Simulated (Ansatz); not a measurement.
Ge2Mo in space group Pnma (No. 62; Ge on 4c, Mo on 4c, Ge on 4c), DFT-LDA in the program Ansatz with PAW potentials, all energies at zero smearing, with the estimated change up to a 700 eV cutoff added, with one set of potentials and settings (totals compare only within such a set). Cell of 12 atoms (8 Ge, 4 Mo): -53100.219 eV.

```json
[
 {"element": "Ge", "reference phase": "Fd-3m, 2 atoms in the cell", "E (eV/atom)": "-4215.7216"},
 {"element": "Mo", "reference phase": "Im-3m, 1 atoms in the cell", "E (eV/atom)": "-4842.8590"}
]
```

Formation energy per atom, worked out: (-53100.219 − 8×(-4215.7216) − 4×(-4842.8590))/12 = -0.251 eV/atom (-24 kJ per mol of atoms), at 0 K, without zero-point energy or fitted corrections.

The workflow started from an entry of the Crystallography Open Database (COD). Whether it is the stable phase at ambient conditions was not checked. Symmetry was held in the LDA relaxation; whether a distortion lowers the energy is not shown. The run is not spin-polarised. The references are the lowest solids computed at this level, not always the standard phases.

Potentials: the later of the program's two PAW sets.
